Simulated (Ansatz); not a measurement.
TiO2:
Space group Pnma (No. 62); a = 5.8407 Å, b = 3.7196 Å, c = 9.0433 Å, α = β = γ = 90.00°

| atom | site | symmetry | x | y | z |
|---|---|---|---|---|---|
| Ti | 4c | .m. | 0.0078 | 0.2500 | 0.6356 |
| O | 4c | .m. | 0.0361 | 0.2500 | 0.4170 |
| O | 4c | .m. | 0.2227 | 0.7500 | 0.2247 |

Relaxed with r²SCAN. 

### Question
HSE06 on this cell (Ansatz, a first-principles code, PAW) gives a gap of 4.77 eV. What does r²SCAN give?

### Answer
3.56 eV.

Cost on shared cores: the r²SCAN run (SCF on a 5×8×3 mesh, then bands and DOS) very roughly 5 core-minutes, the HSE06 run (SCF on 3×5×2, then a few points) about 9 core-minutes (a rough figure); the tasks are unlike.

The workflow started from a Materials Project entry (that database holds measured and hypothetical structures alike); the Crystallography Open Database files this formula in space group No. 62, but the cells were not matched. It is not the phase usual at ambient conditions (space group No. 61, 136, 141). The cell was relaxed with r²SCAN under the symmetry of its start; its stability against distortions is not shown here. The run is not spin-polarised.

Potentials: the later of the program's two PAW sets.

Ansatz is a plane-wave DFT program.
